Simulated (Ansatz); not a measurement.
Level of theory: Ansatz, DFT PBE, scalar-relativistic, plane waves, PAW. All cells share a 420 eV cutoff and Γ-centred k meshes spaced about 0.3 Å⁻¹ or finer (0.25 for metals, 2π included). No spin polarisation.

All energies are static (0 K, no zero-point motion).

Two relaxed structures of Hf2ZrC3:

1.

```
Zr Hf C
1.0
     3.30206    0.00000    0.00000
    -1.65103    2.85967    0.00000
     0.00000    0.00000   16.18464
Zr Hf C
2 4 6
Direct
  0.66667 0.33333 0.08436
  0.33333 0.66667 0.91564
  0.00000 0.00000 0.25151
  0.66667 0.33333 0.58284
  0.33333 0.66667 0.41716
  0.00000 0.00000 0.74849
  0.66667 0.33333 0.33442
  0.33333 0.66667 0.16910
  0.00000 0.00000 0.50000
  0.00000 0.00000 0.00000
  0.66667 0.33333 0.83090
  0.33333 0.66667 0.66558
```

2.

```
Zr Hf C
1.0
    -1.65117    1.65117    7.00663
     1.65117   -1.65117    7.00663
     1.65117    1.65117   -7.00663
Zr Hf C
1 2 3
Direct
  0.00000 0.00000 0.00000
  0.66701 0.66701 0.00000
  0.33299 0.33299 0.00000
  0.83245 0.83245 0.00000
  0.16755 0.16755 0.00000
  0.50000 0.50000 0.00000
```

Question: Which form is favoured at zero pressure, and by what margin per atom?

Answer: They are level within the accuracy (1 meV/atom apart, with cell 1 the lower in these runs). Cell 1 has Zr and Hf ordered on rock salt sites, space group P-3m1 (No. 164), 12.7 Å³/atom and no gap on its mesh; cell 2 has Zr and Hf ordered on rock salt sites, space group I4/mmm (No. 139), 12.7 Å³/atom and no gap. Counting C atoms around Hf and Zr (those within 1.25 times the shortest such distance or 1.15 times the sum of covalent radii, 1.27 where that leaves under three), cell 1 and cell 2 both have Hf 6, Zr 6. Both come from trial cells of a structure search.

For metals, differences of a few meV/atom aren't resolved. These runs have no spin–orbit coupling, which can matter for Hf. Trial moments fell under 0.15 μB along the way in P-3m1 and I4/mmm; another start might hold them. Cells relaxed within their symmetry can be saddle points.
